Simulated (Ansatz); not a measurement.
W₃N₄ (space group Pm-3m)

```xyz
7
Lattice="4.1792 0.0000 0.0000 0.0000 4.1792 0.0000 0.0000 0.0000 4.1792" Properties=species:S:1:pos:R:3 pbc="T T T"
N      2.0896     2.0896     2.0896
N      2.0896     0.0000     0.0000
N      0.0000     2.0896     0.0000
N      0.0000     0.0000     2.0896
W      2.0896     2.0896     0.0000
W      0.0000     2.0896     2.0896
W      2.0896     0.0000     2.0896
```

E(V) scan at fixed shape, V₀ the volume above. Symmetry pins the atoms to their sites.

These are PBEsol (plane waves to 420 eV, PAW, scalar-relativistic; Ansatz, a first-principles code) values and carry that method's errors. k mesh 11×11×11 (Γ-centred), Fermi-Dirac smearing 0.05 eV. E stands for the smeared free energy. Compression counts positive. Spin-orbit coupling is left out, though W is heavy. W3N4 is run without spin polarisation. W3N4 was relaxed with its symmetry unable to fall. The zero of ΔE is the relaxed starting cell. The last digit holds for this mesh only.

| V (Å³/atom) | ΔE (meV/atom) |
|---|---|
| 9.385 | 147.0 |
| 9.559 | 98.8 |
| 9.733 | 61.2 |
| 9.906 | 33.3 |
| 10.080 | 14.4 |
| 10.254 | 3.5 |
| 10.428 | 0.0 |
| 10.602 | 3.3 |
| 10.775 | 12.7 |
| 10.949 | 27.8 |
| 11.123 | withheld |
| 11.297 | 72.9 |
| 11.471 | 102.1 |

Problem. Fit a third-order Birch-Murnaghan form (E₀, V₀, B₀, B₀′ free) to the given rows and predict ΔE at V = 11.123.

Solution. Least squares on the 12 given rows: ΔE = E₀ + (9V₀B₀/16)·y²·[2 + (B₀′ − 4)y], y = (V₀/V)^(2/3) − 1, with V₀ = 10.428 Å³/atom, B₀ = 372.9 GPa (160.2 GPa = 1 eV/Å³; the term in eV is multiplied by 1000), B₀′ = 4.46, E₀ = 0.02 meV/atom; root-mean-square residual 0.05 meV/atom. At 11.123 the fit gives 48.0 meV/atom; the calculation gives 48.1 meV/atom, so the interpolation is off by -0.1 (-0.2 %). For the pressure the fit gives -20.8 GPa against the computed -20.9 GPa.

(A scan under strain: stresses follow from slopes of the energy per volume, elastic moduli from its curvatures.)
